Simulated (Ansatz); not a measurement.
ZrO₂ (polar-ZrO2 type, space group Pca2_1)

```xyz
12
Lattice="5.3238 0.0000 0.0000 0.0000 5.0981 0.0000 0.0000 0.0000 5.1281" Properties=species:S:1:pos:R:3 pbc="T T T"
Zr     0.1630     1.3549     1.2814
Zr     5.1608     3.7431     3.8455
Zr     2.8249     3.7431     1.2814
Zr     2.4989     1.3549     3.8455
O      1.9405     0.3318     0.5367
O      3.3833     4.7663     3.1007
O      4.6024     4.7663     0.5367
O      0.7214     0.3318     3.1007
O      1.2034     2.7255     0.0075
O      4.1204     2.3725     2.5715
O      3.8653     2.3725     0.0075
O      1.4585     2.7255     2.5715
```

The volume is varied about the relaxed value V₀ at fixed cell shape. The atoms relax within the cell's symmetry.

All values below come from PBE (plane waves to 420 eV, PAW, scalar-relativistic; Ansatz, a program for electronic structure). k mesh 5×5×5 (Γ-centred), Fermi-Dirac smearing 0.05 eV. Stress and pressure are positive under compression. The relaxing atoms change the space group within the scan (Pbcn at V/V₀ = 1.083), so nothing is fitted. ZrO2 is run without spin polarisation. ZrO2 was relaxed with its symmetry unable to fall.

At one point of the scan the stress tensor (GPa) is:

```
   -5.1      0.0      0.0
    0.0     -8.3      0.0
    0.0      0.0     -7.9
```

Question: Which point is it?
A. V/V₀ = 1.033
B. V/V₀ = 1.067
C. V/V₀ = 1.017
D. V/V₀ = 1.050

Answer: D, V/V₀ = 1.050

(Under strain, the slope of the energy per volume gives the stress and its curvature an elastic modulus.)
